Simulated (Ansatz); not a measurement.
With the program Ansatz at the PBEsol level (PAW), BAs in the tetragonal phase (P4_2/mnm; B on 4g, As on 4f) relaxes to a = 5.837 Å, c = 3.362 Å. Against the elements it lies at 0.092 eV/atom, with no fitted shifts.

The Kohn–Sham gap is 0.61 eV (indirect). The valence maximum lies at Γ and the conduction minimum on the Γ–Z line, 59 % of the way from Γ (2 equivalent valleys). The screened hybrid HSE06 puts the gap at 1.30 eV. Gap from PBEsol with spin–orbit coupling: 0.54 eV. Electrons at the band edge weigh 0.33, 0.33, 0.45 mₑ (principal values).

An equation-of-state fit gives a bulk modulus of 128 GPa. The relaxed-ion elastic constants in GPa are C11 = 250, C12 = 77.4, C13 = 44.2, C33 = 330, C44 = 107, C66 = 76.3. The elastic constants imply a Debye temperature near 608 K. Perturbation theory gives ε∞ = 9.86 (xx = yy), 8.74 (zz). Letting the ions move raises it to ε0 = 9.96 (xx = yy), 8.82 (zz). Born charges are B -0.42, As +0.42 e. The phonon dispersion is stable (no imaginary branch). Without the LO–TO term the highest mode at Γ lies at 754 cm^-1.

The start of the workflow was typed in or built on a structure type; neither database checked (COD, Materials Project) lists it. It is not the phase usual at ambient conditions (space group No. 216). Symmetry was held in the PBEsol relaxation. The references are the lowest solids computed at this level, not always the standard phases. Scalar-relativistic: spin–orbit coupling is off unless named, which matters more the heavier the elements.

Potentials: the later of the program's two PAW sets.
